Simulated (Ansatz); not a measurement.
KLaPdO₃:
```
KLaPdO3
1.0
    6.71744     1.99399     0.00000
   -6.71744     1.99399     0.00000
   -2.01551     0.00000     7.17745
K La Pd O
2 2 2 6
Cartesian
  0.76138   1.99399   4.05850
 -2.77689   1.99399   3.11896
 -3.86695   1.99399   6.57196
  1.85145   1.99399   0.60550
  6.17114   1.99399   1.63573
 -8.18665   1.99399   5.54172
 -5.26929   1.99399   2.05831
  3.25378   1.99399   5.11914
 -6.22310   1.99399   6.19067
  4.20759   1.99399   0.98678
 -0.48970   1.99399   1.41609
 -1.52581   1.99399   5.76137
```

Relaxed with r²SCAN. Independent-particle spectrum: no excitons, no local fields, no scissors shift; 0.1 eV broadening; ε₁ of the summed bands alone.

Problem. Tabulate the dielectric function from plane-wave PAW r²SCAN (Ansatz code).

Solution. 

```tsv
E (eV)	ε₁ xx	ε₂ xx	ε₁ yy	ε₂ yy	ε₁ zz	ε₂ zz
0.0	5.43	0.00	6.03	0.00	4.21	0.00
0.4	5.46	0.00	6.10	0.00	4.22	0.00
0.8	5.56	0.00	6.31	0.00	4.28	0.00
1.2	5.78	0.00	6.78	0.00	4.38	0.00
1.6	6.01	0.16	7.83	0.04	4.54	0.02
2.0	6.51	0.15	11.02	2.48	4.81	0.14
2.4	7.42	0.42	5.33	8.24	4.88	0.26
2.8	9.17	3.60	1.97	4.90	5.39	0.38
3.2	6.26	4.27	4.04	4.01	6.40	0.51
3.6	4.93	2.96	1.52	3.01	5.34	3.00
4.0	5.92	3.12	2.67	1.13	4.59	3.74
4.4	6.68	4.23	4.25	1.15	3.71	3.29
4.8	5.78	6.49	5.54	2.12	3.61	3.03
5.2	5.21	6.45	6.19	5.31	3.16	2.94
5.6	0.24	10.59	1.32	5.00	2.50	2.87
6.0	-0.92	2.60	1.93	3.12	2.77	2.55
6.4	0.40	3.46	2.65	3.42	2.98	2.05
6.8	0.67	2.24	1.72	2.90	3.10	2.54
7.2	1.58	2.84	2.18	2.92	2.50	2.55
7.6	1.28	2.58	2.40	3.21	2.53	2.62
8.0	1.84	3.08	1.91	3.21	2.62	2.86
8.4	1.48	2.94	2.31	3.12	2.52	2.27
8.8	1.50	2.84	2.78	4.54	2.88	2.83
9.2	1.31	3.71	1.22	4.70	3.01	3.68
9.6	0.48	2.88	-0.33	4.02	1.87	3.67
10.0	0.19	2.69	0.06	3.18	1.19	4.14
10.4	0.51	2.46	-0.91	3.13	1.15	3.73
10.8	0.30	2.39	-0.53	2.06	-0.20	4.27
11.2	0.16	2.23	-0.44	1.56	-0.50	3.03
11.6	-0.15	2.08	0.01	1.31	-0.59	2.25
12.0	0.02	1.62	0.13	1.43	-0.35	1.90
```

Problem. From ε at 2.6 eV (xx: 8.58 + 0.78i), find n, k, the normal reflectivity and the absorption coefficient.

Solution. n = 2.93, k = 0.133, R = 24 %, α = 2kE/ħc = 35000 cm⁻¹.

With all bands, ε∞ without local fields is 5.73 (xx), 6.33 (yy), 4.51 (zz).

Space group C2/m. The workflow started from a Materials Project entry (that database holds measured and hypothetical structures alike); the Crystallography Open Database files this formula in space group No. 12, but the cells were not matched. Its standing as an ambient phase is unchecked. The r²SCAN relaxation kept the symmetry of its start; whether a distortion lowers the energy is not shown. No spin polarisation was allowed. Scalar-relativistic: spin–orbit coupling is off unless named, which matters more the heavier the elements.

Potentials: the later of the program's two PAW sets.
